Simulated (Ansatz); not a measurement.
NbSi2 in space group P6_422 (No. 181; Si on 6i, Nb on 3c) at seven volumes, PBEsol in the plane-wave PAW code Ansatz, shape and atoms relaxed at each. One row is withheld.

```
V (Å³/atom)  P (GPa)
-----------  -------
13.088             ?
13.520         13.14
13.951          6.05
14.383          0.01
14.814         -5.15
15.246         -9.54
15.677        -13.28
```

Question: Fit the shown pressures and predict the withheld one.

Answer: Third-order Birch–Murnaghan: P = (3/2)B₀(x^(7/2) − x^(5/2))[1 + (3/4)(B′ − 4)(x − 1)] with x = (V₀/V)^(2/3). Least squares on the six rows gives V₀ = 14.383 Å³/atom, B₀ = 185.7 GPa, B′ = 4.33. At V = 13.088, x = 1.0649 and P = 21.50 GPa. The run itself gave 21.46 GPa.

The workflow started from an entry of the Crystallography Open Database (COD), which files this formula under 2 space groups. Whether it is the stable phase at ambient conditions was not checked. The cell was relaxed with PBEsol under the symmetry of its start; its stability against distortions is not shown here. The run is not spin-polarised.

Potentials: the later of the program's two PAW sets.
